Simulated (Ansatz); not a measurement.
Optical constants of ZnHg

The calculation used DFT PBE, scalar-relativistic, plane waves, PAW (Ansatz 0.2.0). Settings: 420 eV plane-wave cutoff, Γ-centred 15×15×10 mesh, Fermi-Dirac smearing of 0.15 eV. No spin polarisation.

Equilibrium structure at this level:
```yaml
crystal:
  lattice:
    - [3.41148, 0.00000, 0.00000]
    - [-1.70574, 2.95443, 0.00000]
    - [0.00000, 0.00000, 4.18858]
  atoms:
    - { symbol: Zn, position: [0.66667, 0.33333, 0.50000] }
    - { symbol: Hg, position: [0.33333, 0.66667, 0.00000] }
```

The cell was built by swapping an element in a database structure (itself possibly hypothetical) and relaxing; it need not be the stable form of this composition. In a metal these results depend on the k mesh and the smearing. Spin–orbit coupling is left out, which matters for heavy elements.

Independent-particle response (no local fields, no excitons) on a 24×24×16 mesh, broadened by 0.1 eV; the Drude term is undamped and its weight carries the smearing above, which sets much of it in a semimetal. The run couldn't bound its error over part or most of this range, so small peaks and near ties are unsure. Light polarised along x. ε₁ lacks the small share of bands above those solved.

(1) Tabulate ε₁ and ε₂ against photon energy.

(2) Where is the highest local maximum of ε₂ between 0.3 and 12 eV?

Results:

(1)
| E (eV) | ε₁ | ε₂ |
| --- | --- | --- |
| 0.2 | -1515.75 | 34.96 |
| 0.7 | -141.90 | 47.19 |
| 1.2 | -37.96 | 10.96 |
| 1.7 | 6.84 | 45.05 |
| 2.2 | -28.64 | 17.73 |
| 2.7 | -17.57 | 7.88 |
| 3.2 | -12.23 | 5.17 |
| 3.7 | -8.92 | 3.36 |
| 4.2 | -6.55 | 2.32 |
| 4.7 | -4.81 | 1.70 |
| 5.2 | -3.52 | 1.32 |
| 5.7 | -2.49 | 1.06 |
| 6.2 | -1.51 | 0.96 |
| 6.7 | -0.85 | 1.32 |
| 7.2 | -0.69 | 1.49 |
| 7.7 | -0.60 | 1.50 |
| 8.2 | -0.43 | 1.42 |
| 8.7 | -0.37 | 1.34 |
| 9.2 | -0.23 | 1.22 |
| 9.7 | -0.06 | 1.16 |
| 10.2 | 0.05 | 1.18 |
| 10.7 | 0.08 | 1.20 |
| 11.2 | 0.14 | 1.15 |
| 11.7 | 0.18 | 1.17 |

(2) At 0.5 eV, where ε₂ = 83.8.